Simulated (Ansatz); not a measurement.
Given:

RuC:
```cif
data_CRu
_chemical_formula_sum 'Ru1 C1'
_space_group_name_H-M_alt 'Pm-3m'
_space_group_IT_number 221
_space_group_name_Hall '-P 4 2 3'
_cell_length_a 2.63297
_cell_length_b 2.63297
_cell_length_c 2.63297
_cell_angle_alpha 90.000
_cell_angle_beta 90.000
_cell_angle_gamma 90.000
loop_
_atom_site_label
_atom_site_type_symbol
_atom_site_symmetry_multiplicity
_atom_site_Wyckoff_symbol
_atom_site_fract_x
_atom_site_fract_y
_atom_site_fract_z
_atom_site_occupancy
Ru1 Ru 1 a 0.00000 0.00000 0.00000 1
C1 C 1 b 0.50000 0.50000 0.50000 1
```

This is the PBEsol-relaxed structure.

Task: All from PBEsol (plane waves, PAW; program Ansatz), unless another level is named. Predict the bulk modulus (Birch–Murnaghan fit).

Result: 3780 kbar.

Task: What about the elastic constants (relaxed ions, GPa)?

Result: C11 = 875, C12 = 132, C44 = -31.5.

A made-up cell: these elements were put on the sites of a structure type; neither database checked (COD, Materials Project) lists it. Its standing as an ambient phase is unchecked. The PBEsol relaxation kept the symmetry of its start. At this level the phase is dynamically unstable (imaginary phonons). The run is not spin-polarised. As this level gives no gap, shear constants depend on the k-mesh and smearing (Fermi–Dirac, 0.1 eV here).

Potentials: the later of the program's two PAW sets.
